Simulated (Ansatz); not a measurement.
Data:

SnPt₃:
```cif
data_Pt3Sn
_chemical_formula_sum 'Sn1 Pt3'
_space_group_name_H-M_alt 'Pm-3m'
_space_group_IT_number 221
_space_group_name_Hall '-P 4 2 3'
_cell_length_a 3.97977
_cell_length_b 3.97977
_cell_length_c 3.97977
_cell_angle_alpha 90.000
_cell_angle_beta 90.000
_cell_angle_gamma 90.000
loop_
_atom_site_label
_atom_site_type_symbol
_atom_site_symmetry_multiplicity
_atom_site_Wyckoff_symbol
_atom_site_fract_x
_atom_site_fract_y
_atom_site_fract_z
_atom_site_occupancy
Sn1 Sn 1 a 0.00000 0.00000 0.00000 1
Pt1 Pt 3 c 0.00000 0.50000 0.50000 1
```

This is the LDA-relaxed structure.

Task: All from the program Ansatz at the LDA level (PAW), unless another level is named. Estimate the density of states at the Fermi level.

Result: 0.32 states/eV per atom (mean over ±0.08 eV).

Task: What about the formation energy from the elements (no fitted shifts)?

Result: -0.39 eV/atom.

The workflow started from a Materials Project entry (that database holds measured and hypothetical structures alike); the Crystallography Open Database files this formula in space group No. 221, but the cells were not matched. Its standing as an ambient phase is unchecked. The cell was relaxed with LDA under the symmetry of its start; of distortions, only those at the zone centre were tested. No spin polarisation was allowed. The references are the lowest solids computed at this level, not always the standard phases. Scalar-relativistic: spin–orbit coupling is off unless named, which matters more the heavier the elements.

Potentials: the later of the program's two PAW sets.
